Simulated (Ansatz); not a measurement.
# Electric field gradients in GeCl2

```
Ge Cl
1.0
     3.94106    0.00000    0.00000
    -1.97053    3.41306    0.00000
     0.00000    0.00000    6.79133
Ge Cl
1 2
Direct
  0.00000 0.00000 0.00000
  0.33333 0.66667 0.21639
  0.66667 0.33333 0.78361
```

Atoms are numbered in the order listed.

The cell was built from the CdI2 type and relaxed in the same program, and has space group P-3m1; it needn't be a known or the stable phase.

Methods: DFT, PBE, all-electron PAW with datasets made for the crystal, scalar-relativistic (Ansatz 0.2.0); DFT, PBE, PAW with Ansatz's default frozen-core files, scalar-relativistic (Ansatz 0.2.0).

For the crystal-made all-electron datasets (AE datasets): a Γ-centred 13×13×7 k mesh, Fermi–Dirac smearing of 0.08 eV, cutoff 180 eV (chosen by the program for this cell), no spin polarisation. PAW takes a cutoff of 420 eV at this cell. The Ansatz runs share mesh, smearing and spin set-up.

Vzz is the principal value of largest size of the traceless field-gradient tensor, in 10²¹ V/m², and η = (Vxx − Vyy)/Vzz with |Vzz| ≥ |Vyy| ≥ |Vxx|.

```csv
site,site symmetry,"Vzz (η), AE datasets","Vzz (η), PAW"
Ge1,-3m.,1.50 (η = 0.00),1.48 (η = 0.00)
Cl2,3m.,-1.44 (η = 0.00),-1.45 (η = 0.00)
```

The Cartesian tensor at Ge1 from AE datasets, in 10²¹ V/m²:

```
-0.75  0.00  0.00
 0.00 -0.75  0.00
 0.00  0.00  1.50
```

Question: Taking Q(Cl-35) = -0.0817 b, what quadrupole coupling constant follows at Cl2 from AE datasets?

Answer: Cq = eQVzz/h = 24.180 MHz × -0.0817 × (-1.44) = 2.84 MHz.
